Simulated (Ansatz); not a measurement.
The calculation used DFT PBE, scalar-relativistic, plane waves, PAW (Ansatz 0.2.0). Cutoff 420 eV, Γ-centred 12×12×6 mesh (9-atom cell), Gaussian smearing of 0.10 eV, no spin polarisation.

The zero of energy is the elements' standard structures at the same level; no fitted shifts are applied.

Question: Give a relaxed trial structure of a trigonal metal with formula V2MoSe6, with a formation energy near −0.62 eV/atom and a density near 5.3 g/cm³, in a cell of 9 atoms. Its symmetry should be P-31m (No. 162).

Answer: V2MoSe6, space group P-31m (No. 162). V is surrounded by 6 Se at 2.49 Å, 3 Mo at 3.32 Å and 3 V at 3.32 Å; around Mo lie 6 Se at 2.55 Å and 6 V at 3.32 Å; Se has 2 V at 2.49 Å and 1 Mo at 2.55 Å.

```
V Mo Se
1.0
     5.74824    0.00000    0.00000
    -2.87412    4.97813    0.00000
     0.00000    0.00000    7.31764
V Mo Se
2 1 6
Direct
  0.33333 0.66667 0.00000
  0.66667 0.33333 0.00000
  0.00000 0.00000 0.00000
  0.34157 0.00000 0.22153
  0.00000 0.34157 0.22153
  0.65843 0.65843 0.22153
  0.65843 0.00000 0.77847
  0.34157 0.34157 0.77847
  0.00000 0.65843 0.77847
```

* Volume per atom: 23.3 Å³
* Density: 5.3 g/cm³
* Energy over the elements: −0.62 eV/atom
* Gap on the 12×12×6 mesh of the 9-atom cell: 0 eV (a metal)

It was reached by relaxing an invented guess, and it needn't be the stable form of this composition. The answer needn't be unique; the calculation gave this one.

Weakly bound directions are ill-defined at this level, which has no dispersion term. No Hubbard U is applied to the 3d shell of V. The reference form of Se is held partly by dispersion forces, which this level lacks. Trial moments died out on the coarse mesh, so the last step has no spin; another magnetic start might hold. Symmetry constrained the relaxation, so the result can be a saddle point.
